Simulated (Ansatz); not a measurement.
The numbers come from plane-wave PAW DFT (Ansatz): r2SCAN, no spin polarisation, 500 eV, 5×5×5 Γ-centred k points, fermi-dirac occupations (width 0.1 eV). Nothing was relaxed.

Computed maps in the lattice plane spanned by a (left to right, 5.92 Å, 18 points from zero) and b (bottom to top, 5.89 Å, 18 points from zero), 90° apart, at height 0.500 along c. The fields are smooth PAW ones with compensation charges, not the true ones near nuclei.

Valence density. Digits on a logarithmic scale: 0 up to 0.03 e/Å³, each further digit a factor of 1.6, 9 from 1.3 e/Å³ up:
```
444443333433334444
775433356765333457
997533479997433579
999633599999533699
999633599999533699
997533479997433579
775433356765333457
444443333433334444
333443322222334433
444443333433334444
775433356765333457
997533479997433579
999633599999533699
999633599999533699
997533479997433579
775433356765333457
444443333433334444
333443322222334433
```

ELF. Ten even steps from '0' (0.02) to '9' (0.82):
```
221111001210011112
885100037873000158
999400289998200499
489600499699400698
489600499699400698
999400289998200499
885100037873000158
221111001210011112
000121000000012100
221111001210011112
885100037873000158
999400289998200499
489600499699400698
489600499699400698
999400289998200499
885100037873000158
221111001210011112
000121000000012100
```

Problem. The cell is Pb2BrOF. Which atoms lie within 0.2 Å of this plane, and where (fractions of a and b)?

Solution. F at (0.50, 0.25), F at (0.50, 0.75), O at (0.00, 0.25), O at (0.00, 0.75). The whole cell:
```yaml
crystal:
  lattice:
    - [-5.91587, 0.00000, 0.00000]
    - [0.00000, -5.88995, 0.00000]
    - [0.00000, 2.94497, 6.44903]
  atoms:
    - { symbol: F, position: [0.50000, 0.25000, 0.50000] }
    - { symbol: F, position: [0.50000, 0.75000, 0.50000] }
    - { symbol: O, position: [0.00000, 0.25000, 0.50000] }
    - { symbol: O, position: [0.00000, 0.75000, 0.50000] }
    - { symbol: Br, position: [0.77730, 0.25000, 0.00000] }
    - { symbol: Br, position: [0.22270, 0.75000, 0.00000] }
    - { symbol: Pb, position: [0.77954, 0.89651, 0.29302] }
    - { symbol: Pb, position: [0.22046, 0.39651, 0.29302] }
    - { symbol: Pb, position: [0.77954, 0.60349, 0.70698] }
    - { symbol: Pb, position: [0.22046, 0.10349, 0.70698] }
```

Origin: a known structure type with other elements, at an estimated volume, so it need not be a known compound.
